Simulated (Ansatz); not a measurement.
The start is a relaxed AlN cell, doubled along one cell vector, shaken by Gaussian noise of σ = 0.08 Å a coordinate. A full variable-cell relaxation at zero pressure is run with PBEsol (plane waves to 420 eV, PAW, scalar-relativistic; Ansatz, a program for electronic structure). The first steps use a coarse 9×5×9 k-mesh.

Starting cell:
```
AlN
1.0
    0.00000     2.18868     2.18868
    4.37736     0.00000     4.37736
    2.18868     2.18868     0.00000
N Al
2 2
Direct
  0.74820   0.38046   0.77892
  0.76018   0.88525   0.73040
  0.99951   0.97983   0.02242
  0.97142   0.49163   0.96365
```

Q: What pressure does the first self-consistent step give?

A: +10.8 GPa (positive: the cell is compressed).

Q: How much energy is released per atom?

A: 0.32 eV/atom.

Q: Does it find its way back to the structure it was made from?

A: The parent structure is recovered, F-43m (No. 216).

Final structure:

```cif
data_Al4N4
_chemical_formula_sum 'N4 Al4'
_space_group_name_H-M_alt 'F-43m'
_space_group_IT_number 216
_space_group_name_Hall 'F -4 2 3'
_cell_length_a 4.37729
_cell_length_b 4.37729
_cell_length_c 4.37729
_cell_angle_alpha 90.000
_cell_angle_beta 90.000
_cell_angle_gamma 90.000
loop_
_atom_site_label
_atom_site_type_symbol
_atom_site_symmetry_multiplicity
_atom_site_Wyckoff_symbol
_atom_site_fract_x
_atom_site_fract_y
_atom_site_fract_z
_atom_site_occupancy
N1 N 4 b 0.50000 0.50000 0.50000 1
Al1 Al 4 c 0.25000 0.25000 0.25000 1
```
(The calculation used a cell of 2 atoms; values per cell refer to that cell.)

Final values are on a 13×13×13 k-mesh of the relaxed cell. No spin polarisation in the result.
